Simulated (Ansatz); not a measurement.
ZnS:
```
CELL_PARAMETERS angstrom
      3.62452     0.00000     0.00000
     -1.81226     3.13893     0.00000
      0.00000     0.00000     5.91465
ATOMIC_POSITIONS crystal
  Zn 0.00000 0.00000 0.00000
  Zn 0.00000 0.00000 0.50000
  S  0.33333 0.66667 0.25000
  S  0.66667 0.33333 0.75000
```

Relaxed with PBE. Special points in fractions of this cell's reciprocal vectors: Γ (0.000, 0.000, 0.000); M (0.500, 0.000, 0.000); K (0.333, 0.333, 0.000); A (0.000, 0.000, 0.500); L (0.500, 0.000, 0.500); H (0.333, 0.333, 0.500).

Task: List the band energies nearest the valence-band maximum at these points for DFT-PBE in the program Ansatz with PAW potentials.

Result: In eV from the valence-band maximum; about four levels below and three above (degenerate sets whole), none deeper than 8.9 eV; points with the same levels are listed once.

| k | below | above |
|---|---|---|
| Γ | -0.68 -0.68 -0.55 -0.11 -0.11 | 1.41 3.62 6.60 6.60 |
| M | -3.62 -2.46 -1.98 -0.10 | 2.51 3.43 4.05 |
| K | -2.69 -2.69 -2.37 -2.37 | 0.40 5.86 7.41 7.41 |
| A | -0.35 -0.35 -0.35 -0.35 | 3.56 3.56 6.78 6.78 6.78 6.78 |
| L | -1.49 -1.49 -1.44 -1.44 | 2.09 2.09 5.55 5.55 |
| H | -4.01 -4.01 -0.36 -0.36 | 3.67 3.67 4.53 4.53 |

Space group P6_3/mmc (NiAs type). The start of the workflow was typed in or built on a structure type; neither database checked (COD, Materials Project) lists it. It is not the phase usual at ambient conditions (space group No. 186, 216). The cell was relaxed with PBE under the symmetry of its start; whether a distortion lowers the energy is not shown.

Potentials: the later of the program's two PAW sets.
